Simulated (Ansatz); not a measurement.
One stationary structure of TePb. Space group Fm-3m (No. 225), rock salt type. Calculation: r2SCAN (plane waves to 500 eV, PAW, scalar-relativistic; Ansatz, an electronic-structure program).

```cif
data_PbTe
_chemical_formula_sum 'Te1 Pb1'
_space_group_name_H-M_alt 'P 1'
_space_group_IT_number 1
_cell_length_a 4.62039
_cell_length_b 4.62039
_cell_length_c 4.62039
_cell_angle_alpha 60.000
_cell_angle_beta 60.000
_cell_angle_gamma 60.000
loop_
_space_group_symop_operation_xyz
  'x, y, z'
loop_
_atom_site_label
_atom_site_type_symbol
_atom_site_fract_x
_atom_site_fract_y
_atom_site_fract_z
_atom_site_occupancy
Te1 Te 0.00000 0.00000 0.00000 1
Pb1 Pb 0.50000 0.50000 0.50000 1
```

Question: Estimate the band gap that r2SCAN returns for this input.

Answer: 1.09 eV, direct at L (no spin-orbit coupling).

No spin polarisation in the result. Without spin-orbit coupling the bands of the heavy element are not split, so the gap can be far off.

Measured for TePb: gap 0.19 eV (0 K or low temperature; as listed in arXiv:2302.06325). Computed minus measured — gap: r2SCAN +0.90 eV. The computed values are for a static lattice, and a measured gap can be an optical one, lowered by exciton binding.

The run could not lose the symmetry of its start.

All atoms sit on sites fixed by symmetry, so only the cell could relax.
